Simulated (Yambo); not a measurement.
MgCrO$_{4}$ (space group Cmcm, No. 63), G0W0@PBEsol in Yambo with this input:

```
rim_cut
gw0
dyson
el_el_corr
HF_and_locXC
ppa
em1d
RandQpts= 1000000
RandGvec= 1 Ry
EXXRLvcs= 94 Ry
VXCRLvcs= 376 Ry
Chimod= "HARTREE"
% BndsRnXp
 11 | 231 |
%
NGsBlkXp= 7 Ry
% LongDrXp
 1.0 | 1.0 | 1.0 |
%
PPAPntXp= 27.2114 eV
% GbndRnge
 1 | 231 |
%
GTermKind= "BG"
DysSolver= "n"
ExtendOut
```

On a 2×2×2 mesh, with wavefunctions cut at 94 Ry, the gap (Γ → (-0.5, -0.5, 0)) is 4.913 eV and the valence edge shifts by -0.639 eV.

Task: What happens with this change: no random integration?

Result: The gap falls by 0.065 eV, to 4.848 eV; the shift of the valence edge becomes -0.437 eV. Neither run is shown to be the converged limit.

Geometry of the Materials Project entry, not relaxed at this level; primitive cell a = 4.9864 Å, b = 4.9864 Å, c = 6.3368 Å, α = 90.00°, β = 90.00°, γ = 113.25°.

The runs are not spin-polarised; magnetic order was not tried.

A shift is the quasiparticle energy of the state minus its PBEsol energy.
